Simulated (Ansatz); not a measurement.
KF (rock salt, space group No. 225), a = b = c = 5.318 Å, α = β = γ = 90.00°; the cell used has 2 atoms.

Relaxed with r²SCAN.

Q: Give the optical modes at the zone centre with their infrared and Raman activity from DFPT, r²SCAN (plane waves, PAW; program Ansatz).

A: Transverse frequencies, without the LO–TO term; a row sums one degenerate level.

| ω (cm⁻¹) | degeneracy | IR ((D/Å)²/amu) | Raman (Å⁴/amu) | activity | symmetry |
|---|---|---|---|---|---|
| 193 | 3 | 6.93 | 0 | IR | T1u |

Q: How high does the top mode go among those that the LO–TO term moves?

A: 324 cm⁻¹ for q along x.

Space group Fm-3m (rock salt). The r²SCAN relaxation kept the symmetry of its start; phonons on a q-mesh show no instability.

Potentials: the later of the program's two PAW sets.
